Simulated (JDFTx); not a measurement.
An input for JDFTx (a modified build) (BN(0001), CANDLE, water, 1 M NaF; bohr, hartree) and the course of its log:

```
lattice \
  4.7478044372 -2.3739022281 0.0000000000 \
  0.0000000000 4.1117192600 0.0000000000 \
  0.0000000000 0.0000000000 37.6055498801
coords-type Lattice
ion B 0.6666666667 0.3333333333 -0.0968248740 0
ion B 0.3333333333 0.6666666667 0.0968248740 0
ion N 0.3333333333 0.6666666667 -0.0968248740 0
ion N 0.6666666667 0.3333333333 0.0968248740 0
ion-species pseudo/b_pbe_v1.4.upf
ion-species pseudo/n_pbe_v1.2.upf
elec-cutoff 20 100
elec-ex-corr gga-PBE
coulomb-interaction Slab 001
coulomb-truncation-embed 0 0 0
kpoint-folding 12 12 1
elec-smearing Fermi 0.003
elec-n-bands 13
target-mu -0.023520
electronic-scf nIterations 100 energyDiffThreshold 1e-07
fluid LinearPCM
pcm-variant CANDLE
fluid-solvent H2O
fluid-cation Na+ 1
fluid-anion F- 1
fluid-minimize nIterations 400 knormThreshold 1e-12
wavefunction read f0.wfns
elec-initial-eigenvals f0.eigenvals
elec-initial-fillings read f0.fillings
fluid-initial-state f0.fluidState
dump-name f0_u0.$VAR
dump End State Ecomponents EigStats BandEigs Forces ElecDensity IonicPositions Fillings Kpoints Dtot FluidDebug BoundCharge FluidDensity
```

```
[one cycle in 5 is shown, and the last three; fluid-solver lines are left out]
	FillingsUpdate:  mu: -0.023520000  nElectrons: 16.745920
SCF: Cycle:  0   G: -25.352188045342945   dG: +1.317e-01   |Residual|: 7.649e-02   |deigs|: 1.204e-08
	FillingsUpdate:  mu: -0.023520000  nElectrons: 16.107258
SCF: Cycle:  5   G: -25.483964704731054   dG: -1.157e-04   |Residual|: 7.498e-03   |deigs|: 5.407e-04
	FillingsUpdate:  mu: -0.023520000  nElectrons: 16.332600
SCF: Cycle: 10   G: -25.474343529688429   dG: +8.198e-03   |Residual|: 2.022e-02   |deigs|: 5.006e-03
	FillingsUpdate:  mu: -0.023520000  nElectrons: 16.120795
SCF: Cycle: 15   G: -25.483364145494843   dG: +4.315e-04   |Residual|: 8.421e-03   |deigs|: 5.480e-04
	FillingsUpdate:  mu: -0.023520000  nElectrons: 16.120312
SCF: Cycle: 20   G: -25.483588168977867   dG: +1.527e-04   |Residual|: 7.901e-03   |deigs|: 2.745e-04
	FillingsUpdate:  mu: -0.023520000  nElectrons: 16.086561
SCF: Cycle: 25   G: -25.484195287373296   dG: -4.273e-05   |Residual|: 4.632e-03   |deigs|: 1.170e-04
	FillingsUpdate:  mu: -0.023520000  nElectrons: 16.085707
SCF: Cycle: 30   G: -25.484242932051025   dG: -8.374e-06   |Residual|: 4.466e-03   |deigs|: 1.819e-03
	FillingsUpdate:  mu: -0.023520000  nElectrons: 16.120115
SCF: Cycle: 35   G: -25.483037823283091   dG: -3.850e-02   |Residual|: 9.063e-03   |deigs|: 6.679e-03
	FillingsUpdate:  mu: -0.023520000  nElectrons: 16.184875
SCF: Cycle: 40   G: -25.478988099371815   dG: -2.002e-03   |Residual|: 1.669e-02   |deigs|: 5.791e-04
	FillingsUpdate:  mu: -0.023520000  nElectrons: 16.345066
SCF: Cycle: 45   G: -25.469919614570298   dG: +8.938e-03   |Residual|: 2.610e-02   |deigs|: 4.051e-03
	FillingsUpdate:  mu: -0.023520000  nElectrons: 16.368836
SCF: Cycle: 50   G: -25.454226402946354   dG: +2.179e-03   |Residual|: 3.696e-02   |deigs|: 9.786e-04
	FillingsUpdate:  mu: -0.023520000  nElectrons: 16.184231
SCF: Cycle: 55   G: -25.479474996843408   dG: -7.110e-02   |Residual|: 1.630e-02   |deigs|: 7.290e-03
	FillingsUpdate:  mu: -0.023520000  nElectrons: 16.534094
SCF: Cycle: 60   G: -25.415049479383899   dG: +1.621e-02   |Residual|: 5.473e-02   |deigs|: 1.087e-03
	FillingsUpdate:  mu: -0.023520000  nElectrons: 16.365546
SCF: Cycle: 65   G: -25.470041724737769   dG: +4.959e-03   |Residual|: 2.603e-02   |deigs|: 5.430e-03
	FillingsUpdate:  mu: -0.023520000  nElectrons: 16.410207
SCF: Cycle: 70   G: -25.465131893611876   dG: +6.343e-03   |Residual|: 3.000e-02   |deigs|: 1.117e-03
	FillingsUpdate:  mu: -0.023520000  nElectrons: 16.335591
SCF: Cycle: 75   G: -25.474194371786162   dG: +9.362e-03   |Residual|: 2.072e-02   |deigs|: 7.476e-03
	FillingsUpdate:  mu: -0.023520000  nElectrons: 16.192173
SCF: Cycle: 80   G: -25.482134024538631   dG: -4.156e-03   |Residual|: 1.222e-02   |deigs|: 2.062e-03
	FillingsUpdate:  mu: -0.023520000  nElectrons: 16.201300
SCF: Cycle: 85   G: -25.482031489242001   dG: +2.117e-03   |Residual|: 1.243e-02   |deigs|: 5.656e-03
	FillingsUpdate:  mu: -0.023520000  nElectrons: 16.313163
SCF: Cycle: 90   G: -25.479738441518162   dG: +4.084e-03   |Residual|: 1.506e-02   |deigs|: 8.039e-03
	FillingsUpdate:  mu: -0.023520000  nElectrons: 16.100777
SCF: Cycle: 95   G: -25.484514459362344   dG: -1.372e-04   |Residual|: 3.860e-03   |deigs|: 2.381e-03
	FillingsUpdate:  mu: -0.023520000  nElectrons: 16.196749
SCF: Cycle: 97   G: -25.483346723091465   dG: +6.512e-04   |Residual|: 8.811e-03   |deigs|: 9.005e-04
	FillingsUpdate:  mu: -0.023520000  nElectrons: 16.080116
SCF: Cycle: 98   G: -25.484537400224728   dG: -1.191e-03   |Residual|: 2.755e-03   |deigs|: 4.408e-03
	FillingsUpdate:  mu: -0.023520000  nElectrons: 16.098576
SCF: Cycle: 99   G: -25.483960823769422   dG: +5.766e-04   |Residual|: 5.927e-03   |deigs|: 1.400e-03
SCF: None of the convergence criteria satisfied after 100 iterations.
IonicMinimize: Iter:   0  G: -25.483960823769422  |grad|_K:  0.000e+00
IonicMinimize: Converged (|grad|_K<1.000000e-04).
```

This run gave no converged result. The electronic loop ended without meeting its threshold, so the last energy, electron count and forces aren't results.
